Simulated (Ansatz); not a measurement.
Total density of states per atom from DFT-PBEsol in the program Ansatz with PAW potentials, in 0.25 eV bins, energy from the Fermi level:

(E (eV), states/eV/atom): (-7.85, 0.19); (-7.60, 0.25); (-7.35, 0.06); (-7.10, 0.00); (-6.85, 0.00); (-6.60, 0.03); (-6.35, 0.13); (-6.10, 0.18); (-5.85, 0.22); (-5.60, 0.36); (-5.35, 0.40); (-5.10, 0.36); (-4.85, 0.32); (-4.60, 0.44); (-4.35, 0.46); (-4.10, 0.53); (-3.85, 0.37); (-3.60, 0.63); (-3.35, 0.50); (-3.10, 0.69); (-2.85, 0.78); (-2.60, 1.08); (-2.35, 1.25); (-2.10, 1.07); (-1.85, 0.90); (-1.60, 0.85); (-1.35, 1.60); (-1.10, 1.36); (-0.85, 1.22); (-0.60, 0.82); (-0.35, 0.70); (-0.10, 0.82); (0.15, 0.45); (0.40, 0.66); (0.65, 0.86); (0.90, 0.89); (1.15, 0.94); (1.40, 0.43); (1.65, 1.02); (1.90, 0.33); (2.15, 0.67); (2.40, 0.44); (2.65, 0.44); (2.90, 0.59); (3.15, 0.63); (3.40, 0.37); (3.65, 0.41); (3.90, 0.50); (4.15, 0.47); (4.40, 0.47); (4.65, 0.45)

**Question.** Which of these materials gives this?
A. MnGe, P2_13 (Mn on 4a, Ge on 4a)
B. BeAu, P2_13 (Be on 4a, Au on 4a)
C. CoGe, rock salt
D. Ge, Ia-3 (Ge on 16c)

**Answer.** A, MnGe, P2_13 (Mn on 4a, Ge on 4a). Within 0.5 eV of the Fermi level: Mn 3d 88 %, Ge 4p 8 %. Projections are on Löwdin-orthogonalised atomic valence shells; empty p or d shells of many metals are not among them.

The workflow started from a Materials Project entry (that database holds measured and hypothetical structures alike); the Crystallography Open Database copy checked does not list it. Whether it is the stable phase at ambient conditions was not checked. The PBEsol relaxation kept the symmetry of its start; its stability against distortions is not shown here. Spin order of the final state: ferromagnetic, chosen from 4 collinear starts compared on coarse meshes (ties went to the first, and starts can fall back to one state), not a proven ground state. Scalar-relativistic: spin–orbit coupling is off unless named, which matters more the heavier the elements.

Potentials: the later of the program's two PAW sets.
